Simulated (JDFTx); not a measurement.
```yaml
surface: TiAl(001), Al outermost, slab composition TiAl2
bulk: TiAl, P4/mmm, lattice of mp-1953 (not re-optimised)
slab: 3 atoms in 3 planes, 1x1, 4.0 Å between the outermost planes
in-plane cell: 2.811 × 2.811 Å, 7.90 Å²
cell_height: 20.1 Å
sampling: 8×8×1 k mesh, Fermi smearing 0.01 Ha, no spin polarisation
```

Whether this polymorph is the ambient one wasn't checked. Neither spin polarisation nor a larger cell was tried.

Computed with JDFTx (a modified build): PBE, GBRV ultrasoft potentials, plane waves to 20/100 Ha. Liquid: linear PCM (GLSSA13), water, 1 M KCl. The neutral cell holds 18 valence electrons and has two faces of 7.900 Å² each. Last filling lines of the neutral and of a charged run (μ in hartree, zero in the bulk liquid):

```
FillingsUpdate:  mu: -0.146411767  nElectrons: 18.000000
FillingsUpdate:  mu: -0.159283414  nElectrons: 17.921100
```

Worked example: both potentials, by the convention U = −μ/e − 4.44 V vs SHE, the surface charge density and the mean capacitance.

U_pzc = 0.14641 × 27.2114 − 4.44 = -0.46 V; U = 0.15928 × 27.2114 − 4.44 = -0.11 V. The cell has -0.0789 excess electrons, a net charge of 0.0789 e, shared by two faces: σ = 0.0789 e / (2 × 7.900 Å²) = 0.00499 e/Å² = 8.0 μC/cm² (1 e/Å² = 1602.18 μC/cm²). C = σ/(U − U_pzc) = 8.0/0.35 ≈ 23 μF/cm².
